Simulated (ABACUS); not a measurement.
Worked example: self-consistent single point of Se (R-3, 6 atoms in the cell; from Materials Project mp-147, changed as shown) in ABACUS.

Method: PBEsol, PseudoDojo 0.4 standard norm-conserving PBEsol (tails mended) pseudopotentials (plane waves; ABACUS).

The change in words: volume scaled by 0.94. Reference geometry (R-3):
```
Se
1.0
    5.65533     3.26510     1.61317
   -5.65533     3.26510     1.61317
    0.00000    -6.53021     1.61317
Se
6
Direct
  0.84914   0.72591   0.09273
  0.15086   0.27409   0.90727
  0.09273   0.84914   0.72591
  0.90727   0.15086   0.27409
  0.72591   0.09273   0.84914
  0.27409   0.90727   0.15086
```

Reference input (self-consistent single point, DFT, PBEsol, plane waves, PseudoDojo 0.4 standard norm-conserving PBEsol (tails mended) pseudopotentials): KPT = Gamma 3 3 3 0 0 0; basis_type = pw; dft_functional = PBESOL; ecutwfc = 86 Ry; smearing_method = gaussian; smearing_sigma = 0.00367493 Ry; potentials = PseudoDojo 0.4 standard norm-conserving PBEsol (tails mended); symmetry = 1; symmetry_prec = 1e-05; ks_solver = dav_subspace; scf_nmax = 100; scf_thr = 1.0e-09 Ry. This run's input differs from it in these lines:

```diff
@@ -27,5 +27,5 @@
 LATTICE_VECTORS
-   5.6553250000    3.2651030000    1.6131730000
-  -5.6553250000    3.2651030000    1.6131730000
-   0.0000000000   -6.5302070000    1.6131730000
+   5.5398770000    3.1984490000    1.5802420000
+  -5.5398770000    3.1984490000    1.5802420000
+   0.0000000000   -6.3968990000    1.5802420000
 
@@ -37,8 +37,8 @@
 6
-   0.6969056997    4.5371543850    2.6904176659 1 1 1
-  -0.6969056998   -4.5371553850    2.1491013341 1 1 1
-  -4.2777443832   -1.6650400008    2.6904176659 1 1 1
-   4.2777443833    1.6650390008    2.1491013341 1 1 1
-   3.5808386835   -2.8721160521    2.6904176659 1 1 1
-  -3.5808386835    2.8721150521    2.1491013341 1 1 1
+   0.6826790427    4.4445326532    2.6354960028 1 1 1
+  -0.6826790427   -4.4445336532    2.1052299972 1 1 1
+  -4.1904183616   -1.6310497935    2.6354960028 1 1 1
+   4.1904183616    1.6310487935    2.1052299972 1 1 1
+   3.5077393189   -2.8134845275    2.6354960028 1 1 1
+  -3.5077393189    2.8134835275    2.1052299972 1 1 1
 # file: KPT
```

Log, with long lists cut:

```
 SELF-CONSISTENT
 -------------------------------------------

                                 init_chg = atomic

 PW ALGORITHM --------------- ION=   1  ELEC=   1--------------------------------

 Notice: Threshold on eigenvalues was too large.

 Density error is 0.0670327692833
                          Error Threshold = 6.94774592517e-05
 E_KohnSham     -1453.2790793690     -19772.8762636129
 E_Fermi        0.5549657688         7.5506966506

 PW ALGORITHM --------------- ION=   1  ELEC=   2--------------------------------

 Density error is 0.0197740548162
                          Error Threshold = 6.98258013368e-05
   [... lines left out ...]

 Density error is 1.2518765874e-09
                          Error Threshold = 6.73176887963e-12
 E_KohnSham     -1453.2762545328     -19772.8378297439
 E_Fermi        0.5559004186         7.5634132129

 PW ALGORITHM --------------- ION=   1  ELEC=  10--------------------------------

 Density error is 1.52109602235e-10
                          Error Threshold = 1.30403811188e-12
 E_KohnSham     -1453.2762545330     -19772.8378297477
 E_KS(sigma->0) -1453.2762545330     -19772.8378297477
 E_entropy(-TS) -0.0000000000        -0.0000000000
 E_Fermi        0.5558993009         7.5633980059
 charge density convergence is achieved
 final etot is -19772.83783 eV
 EFERMI = 7.5633980059 eV

 STATE ENERGY(eV) AND OCCUPATIONS    NSPIN == 1
   [... 55 lines left out ...]

 TOTAL-FORCE (eV/Angstrom)
                       Se1         0.2319488654        -0.7024231940        -0.6111583350
                       Se2        -0.2319488654         0.7024231940         0.6111583350
                       Se3         0.4923420366         0.5520853912        -0.6111583350
                       Se4        -0.4923420366        -0.5520853912         0.6111583350
                       Se5        -0.7242909020         0.1503381896        -0.6111583350
                       Se6         0.7242909020        -0.1503381896         0.6111583350

 TOTAL-STRESS (KBAR)
        31.8309060095         0.0000000000        -0.0000000000
        -0.0000000000        31.8309088735         0.0000067144
         0.0000000000         0.0000067144        12.8223245237
 TOTAL-PRESSURE: 25.494713 KBAR

 --------------------------------------------
 !FINAL_ETOT_IS -19772.8378297477429442 eV
 --------------------------------------------
```

The run converged in 10 iterations. Against the reference run the free energy rises by 9.0 meV/atom, the pressure goes from -0.77 to 2.55 GPa and the largest force goes from 0.221 to 0.960 eV/Å.

The structure comes from a collection of computed structures, made at another level of theory; the collection holds predicted forms beside known ones.

Cost on one core: around 110 core-seconds (rough).

“Tails mended”: in these copies of the files the far tail of each local potential was reset to the Coulomb form.
